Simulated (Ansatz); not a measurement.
**Zn$_{4}$SeS$_{3}$: computed properties**

The calculation used Ansatz 0.2.0, DFT PBE, scalar-relativistic, plane waves, PAW.

Settings: cutoff 420 eV, Γ-centred mesh 12×12×2 on the computed 8-atom cell, Gaussian smearing of 0.02 eV; no spin polarisation.

The structure is relaxed at this level of theory with its symmetry kept, and needn't be the ground state of this composition.

```
Zn Se S
1.0
     3.89523    0.00000    0.00000
    -1.94762    3.37337    0.00000
     0.00000    0.00000   12.78720
Zn Se S
4 1 3
Direct
  0.66667 0.33333 0.00004
  0.66667 0.33333 0.51132
  0.00000 0.00000 0.24436
  0.00000 0.00000 0.75522
  0.00000 0.00000 0.43853
  0.66667 0.33333 0.18499
  0.66667 0.33333 0.69539
  0.00000 0.00000 0.94014
```

(1) Formation energy from the elements' standard states (uncorrected)?

(2) Kohn–Sham band gap?

(3) Orbital (Löwdin) character of the top 1 eV of the valence band?

(4) Orbital (Löwdin) character of the lowest 1 eV of the conduction band?

(5) Bulk modulus?

(6) Its pressure derivative?

(7) Bader charge by site (e)?

Answers

(1) -0.783 eV/atom.

(2) 1.51 eV.

(3) Se 4p 46 %, S 3p 43 %, Zn 3d 7 %.

(4) Zn 4s 56 %, S 3s 19 %, S 3p 14 %.

(5) 65 GPa.

(6) 4.4.

(7) Zn (1 in the cell) 0.89, Zn (1 in the cell) 0.78, Zn (1 in the cell) 0.87, Zn (1 in the cell) 0.89, Se (1 in the cell) -0.75, S (1 in the cell) -0.89, S (1 in the cell) -0.89, S (1 in the cell) -0.90.

The cell was found from a structure generator's guess, not taken from experiment. Kohn–Sham gaps at this level usually fall short of measured ones. Löwdin shares on free-atom orbitals overweight diffuse shells in the empty bands.
